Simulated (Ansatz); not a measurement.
**Notes on HfH2**

```
H Hf
1.0
    -1.75180    1.75180    2.19656
     1.75180   -1.75180    2.19656
     1.75180    1.75180   -2.19656
H Hf
2 1
Direct
  0.75000 0.25000 0.50000
  0.25000 0.75000 0.50000
  0.00000 0.00000 0.00000
```

The numbers come from plane-wave PAW DFT (Ansatz): r2SCAN, no spin polarisation, 500 eV, 13×13×13 Γ-centred k points, fermi-dirac occupations (width 0.1 eV). Nothing was relaxed.

Question: How is the charge shared?

Answer: Bader charges in e: Hf +1.62, H -0.81. In the mean Hf gives up most and H takes most.

Question: What do density and ELF say about some of the short contacts?

Answer: H–Hf at 2.07 Å: least valence density 0.34 e/Å³ and ELF 0.18 there. H–H at 2.20 Å: least valence density 0.17 e/Å³ and ELF 0.17 there. Both are smooth PAW fields, read partly inside the augmentation spheres.

Question: Metal or insulator?

Answer: It is a metal, with about 0.51 states/eV a cell as the mean within 0.25 eV of the Fermi level, mostly Hf d (97 %).

Question: What is the formation energy?

Answer: -0.53 eV an atom against the elements' usual phases (free molecules for gases, crystals otherwise, with no correction for O₂ or N₂), so it is bound against them; other compounds may still compete. Relaxing would lower it.

Origin: a database entry at a rescaled volume.
